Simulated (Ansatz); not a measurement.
**Strain response of Ta**

Level of theory: Ansatz 0.2.0, DFT r2SCAN, scalar-relativistic, plane waves, PAW. Run with 500 eV cutoff, 16×16×16 k-mesh, Gaussian smearing of 0.10 eV, no spin polarisation.

Reference structure (relaxed):

```yaml
crystal:
  lattice:
    - [3.30466, 0.00000, 0.00000]
    - [0.00000, 3.30466, 0.00000]
    - [0.00000, 0.00000, 3.30466]
  atoms:
    - { symbol: Ta, position: [0.00000, 0.00000, 0.00000] }
    - { symbol: Ta, position: [0.50000, 0.50000, 0.50000] }
```

Deformation: uniaxial strain along a, with the lengths of b and c and the atoms relaxed and the angles held, all within the symmetry that the strain leaves. Energies are extrapolated to zero smearing. On this cell's mesh the reference holds a stress of up to 0.19 GPa.

Spin–orbit coupling is left out, which can shift energies with elements as heavy as these.

(1) Give the structure at -6.0 %.

Results:

(1)
```yaml
crystal:
  lattice:
    - [3.10638, 0.00000, 0.00000]
    - [0.00000, 3.39530, 0.00000]
    - [0.00000, 0.00000, 3.39530]
  atoms:
    - { symbol: Ta, position: [0.00000, 0.00000, 0.00000] }
    - { symbol: Ta, position: [0.50000, 0.50000, 0.50000] }
```
Space group I4/mmm (139), 29.6 meV/atom over the relaxed crystal.